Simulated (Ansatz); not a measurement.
BeCo (CsCl type, Pm-3m) at seven volumes, PBEsol in the plane-wave PAW code Ansatz, scaled uniformly. One row is withheld.

```tsv
V (Å³/atom)	P (GPa)
7.686	24.47
7.940	15.03
8.193	6.95
8.446	0.02
8.700	?
8.953	-11.03
9.207	-15.40
```

Q: Fit the shown pressures and predict the withheld one.

A: Third-order Birch–Murnaghan: P = (3/2)B₀(x^(7/2) − x^(5/2))[1 + (3/4)(B′ − 4)(x − 1)] with x = (V₀/V)^(2/3). Least squares on the six rows gives V₀ = 8.447 Å³/atom, B₀ = 213.5 GPa, B′ = 4.11. At V = 8.700, x = 0.9805 and P = -5.93 GPa. The run itself gave -5.93 GPa.

A made-up cell: these elements were put on the sites of a structure type; the Crystallography Open Database files this formula in space group No. 221, but the cells were not matched. Whether it is the stable phase at ambient conditions was not checked. Symmetry was held in the PBEsol relaxation; whether a distortion lowers the energy is not shown. Spin order of the final state: ferromagnetic, the only order run, not a proven ground state. The cell computed holds one magnetic atom, so no antiferromagnetic order was within reach.

Potentials: the earlier of the program's two PAW sets. The files were generated under PBE; for other functionals the program regenerates the frozen cores, and for LDA and PBEsol the local potential too.
